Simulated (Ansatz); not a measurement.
Relaxed-ion elastic tensor of ZnO (wurtzite, space group No. 186) in GPa (Voigt order), the program Ansatz at the LDA level (PAW); density 5.96 g/cm³, 11.33 Å³ per atom.

```
 221   139   124   0.0   0.0   0.0
 139   221   124   0.0   0.0   0.0
 124   124   238   0.0   0.0   0.0
 0.0   0.0   0.0  37.7   0.0   0.0
 0.0   0.0   0.0   0.0  37.7   0.0
 0.0   0.0   0.0   0.0   0.0  41.0
```

Task: Is the crystal mechanically stable?

Result: Yes: the smallest eigenvalue of C is 37.7 GPa.

Task: Work out the Voigt, Reuss and Hill averages.

Result: K_V = 161, K_R = 161, K_H = 161; G_V = 42.9, G_R = 41.9, G_H = 42.4 GPa.

Task: Give Young's modulus, Poisson's ratio, Pugh's ratio and the universal anisotropy index.

Result: E = 9KG/(3K + G) = 117 GPa; ν = 0.38; K/G = 3.80 (ductile by the Pugh limit of 1.75); A_U = 5G_V/G_R + K_V/K_R − 6 = 0.12.

Task: Estimate the sound speeds and the Debye temperature.

Result: v_l = √((K + 4G/3)/ρ) = 6040 m/s, v_t = √(G/ρ) = 2670 m/s, mean 3010 m/s; Θ = (h/k)(3n/4πV)^(1/3) v_m = 399 K.

Task: Solve the Christoffel equation for the three sound speeds along x, y, z.

Result: Eigenvalues of C_ijkl n_j n_l equal ρv² (piezoelectric stiffening left out). In km/s, slowest first: x 2.52, 2.62, 6.08; y 2.52, 2.62, 6.08; z 2.52, 2.52, 6.32.

Task: How much does each axis shrink under pressure?

Result: Linear compressibilities β_i = Σ_j S_ij (j = 1 to 3): x 2.1, y 2.1, z 2.0 per TPa.

Space group P6_3mc (wurtzite). The LDA relaxation kept the symmetry of its start.

Potentials: the earlier of the program's two PAW sets. The files were generated under PBE; for other functionals the program regenerates the frozen cores, and for LDA and PBEsol the local potential too.
